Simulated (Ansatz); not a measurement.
The guess for Cd3CuO was made by a generator: random cell by space group and Wyckoff sites (P4mm, No. 99). Lengths were set from tabulated atomic sizes, so they are only a guess.

Space group P4mm (No. 99). a = 4.827 Å, b = 4.827 Å, c = 4.491 Å, α = 90.00°, β = 90.00°, γ = 90.00°
| atom | site | symmetry | x | y | z |
| --- | --- | --- | --- | --- | --- |
| Cd | 1b | 4mm | 0.5000 | 0.5000 | 0.8093 |
| Cd | 2c | 2mm. | 0.5000 | 0.0000 | 0.6224 |
| Cu | 1a | 4mm | 0.0000 | 0.0000 | 0.6713 |
| O | 1a | 4mm | 0.0000 | 0.0000 | 0.0561 |

Level of theory: Ansatz 0.2.0, DFT PBE, scalar-relativistic, plane waves, PAW. Cutoff 420 eV, Gaussian smearing, Γ-centred meshes. Cell and atoms relax first on a coarse mesh, the cell is then made exact in the group found at 0.06 to 0.08 Å, and last on a converged mesh; the steps can't lower the symmetry of their start. Collinear spin, starting moments Cu 1.0 μB; the moments died out early, so the last step has no spin.

A guess keeps its type if space group and coordination stay and the shape of the cell changes little (axis ratios within about 15 %, angles within 6°); the volume may change.

Q: Will the relaxed cell still be of the starting type?

A: It doesn't keep its type. The symmetry goes from P4mm (No. 99) to P4/mmm (No. 123). The volume per atom shrinks by 9.1 %, from 20.9 to 19.0 Å³. The shortest distance goes from 1.73 Å (Cu–O) to 1.83 Å (Cu–O). Counting neighbours within 15 % of an atom's shortest distance, the start has Cd 4, Cu 1, O 1 and the end Cd 2/12, Cu 2, O 2. In detail, at the end around Cd on a site of symmetry 4/mmm lie 8 Cd at 3.14 Å and 4 Cu at 3.60 Å; Cu is surrounded by 2 O at 1.83 Å, 8 Cd at 3.14 Å and 4 Cd at 3.60 Å; around O lie 2 Cu at 1.83 Å and 4 Cd at 2.55 Å; 1 more site not described.

```cif
data_structure
_symmetry_space_group_name_H-M 'P4/mmm'
_symmetry_Int_Tables_number 123
_cell_length_a 5.0962
_cell_length_b 5.0962
_cell_length_c 3.6617
_cell_angle_alpha 90.000
_cell_angle_beta 90.000
_cell_angle_gamma 90.000
_cell_volume 95.10
loop_
_atom_site_label
_atom_site_type_symbol
_atom_site_symmetry_multiplicity
_atom_site_Wyckoff_symbol
_atom_site_fract_x
_atom_site_fract_y
_atom_site_fract_z
_atom_site_occupancy
Cd1 Cd 1 d 0.50000 0.50000 0.50000 1
Cd2 Cd 2 f 0.50000 0.00000 0.00000 1
Cu1 Cu 1 b 0.00000 0.00000 0.50000 1
O1 O 1 a 0.00000 0.00000 0.00000 1
```

The last run used a 6×6×8 mesh (in the run's order of axes) for its 5-atom cell and Gaussian smearing of 0.10 eV. The end has P4mm (No. 99) at a tolerance of 0.01 Å; the cell shown is made exact in the group found at 0.05 Å. No Hubbard U is applied to the 3d shell of Cu. Symmetry constrained the relaxation, so the result can be a saddle point. Another cell of the same search, in P4mm, lies 137 meV/atom lower, so this cell isn't the stable form at this level.

In counts of neighbours, a slash parts the counts of unlike sites.
